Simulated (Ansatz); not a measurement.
Put ScInSbP3 in P-6m2 (No. 187): Sc on 1e; In on 1d; Sb on 1b; P on 3j.

All numbers below come from DFT PBE, scalar-relativistic, plane waves, PAW (Ansatz). Cutoff 420 eV, Γ-centred mesh, Gaussian smearing, no spin polarisation.

The zero of energy is the elements' standard structures at the same level; no fitted shifts are applied. The references include black phosphorus.

Task: Give the relaxed lattice parameters and positions.

Result:

Space group P-6m2 (No. 187). a = 5.316 Å, b = 5.316 Å, c = 5.832 Å, α = 90.00°, β = 90.00°, γ = 120.00°
| atom | site | symmetry | x | y | z |
| --- | --- | --- | --- | --- | --- |
| Sc | 1e | -6m2 | 0.6667 | 0.3333 | 0.0000 |
| In | 1d | -6m2 | 0.3333 | 0.6667 | 0.5000 |
| Sb | 1b | -6m2 | 0.0000 | 0.0000 | 0.5000 |
| P | 3j | mm2 | 0.1482 | 0.8518 | 0.0000 |

Sc has 6 P at 2.66 Å; In has 3 Sb at 3.07 Å and 6 P at 3.38 Å; around Sb lie 3 In at 3.07 Å and 6 P at 3.22 Å; P has 2 P at 2.36 Å, 2 Sc at 2.66 Å, 2 P at 2.95 Å, 2 Sb at 3.22 Å and 2 In at 3.38 Å. Another local minimum with the same sites may exist.

Task: And its energy and gap?

Result: The formation energy is +0.06 eV/atom. The gap on the 12×12×8 mesh of the 6-atom cell is 0 eV (a metal). The separate elements lie lower, so it is unstable against them.

The last run used Gaussian smearing of 0.10 eV. These runs have no spin–orbit coupling, which can matter for Sb. The reference form of P is held partly by dispersion forces, which this level lacks. Symmetry constrained the relaxation, so the result can be a saddle point. Another cell of ScInSbP3 relaxed alike, in P4/mmm, lies 48 meV/atom lower, so this cell isn't the stable form at this level.
